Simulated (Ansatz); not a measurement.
KCu$_{4}$Se$_{3}$:
```xyz
8
Lattice="3.9201 0.0000 0.0000 0.0000 3.9201 0.0000 0.0000 0.0000 9.7457" Properties=species:S:1:pos:R:3 pbc="T T T"
Cu     0.0000     1.9601     1.5766
Cu     1.9601     0.0000     1.5766
Cu     0.0000     1.9601     8.1691
Cu     1.9601     0.0000     8.1691
Se     1.9601     1.9601     0.0000
Se     0.0000     0.0000     2.9584
Se     0.0000     0.0000     6.7873
K      1.9601     1.9601     4.8728
```

Relaxed with PBEsol. Special points in fractions of this cell's reciprocal vectors: Γ (0.000, 0.000, 0.000); X (0.000, 0.500, 0.000); M (0.500, 0.500, 0.000); Z (0.000, 0.000, 0.500); R (0.000, 0.500, 0.500); A (0.500, 0.500, 0.500).

Problem. List the band energies nearest the Fermi level at these points for PBEsol in the plane-wave PAW code Ansatz.

Solution. In eV from the Fermi level; about four levels below and three above (degenerate sets whole), none deeper than 8.9 eV; points with the same levels are listed once.

```tsv
k	below	above
Γ	-1.50 -1.49 -0.73 -0.73	0.22 0.54 0.54
X	-0.64 -0.41 -0.22 -0.15	0.07 1.64 2.89
M	-1.34 -1.34 -1.24 -1.24	1.85 3.02 3.02
Z	-1.50 -1.49 -1.49 -0.73 -0.73 -0.61	0.57 0.57 1.93
R	-0.19 -0.15 -0.11 -0.05	2.22 2.47 3.54
A	-1.34 -1.34 -1.24 -1.24	2.17 2.92 2.92
```

Space group P4/mmm. The workflow started from an entry of the Crystallography Open Database (COD, 293 K). Whether it is the stable phase at ambient conditions was not checked. The cell was relaxed with PBEsol under the symmetry of its start; its stability against distortions is not shown here. The run is not spin-polarised. With an odd number of electrons in the cell and no spin polarisation, the count alone makes it a metal. Scalar-relativistic: spin–orbit coupling is off unless named, which matters more the heavier the elements.

Potentials: the later of the program's two PAW sets.
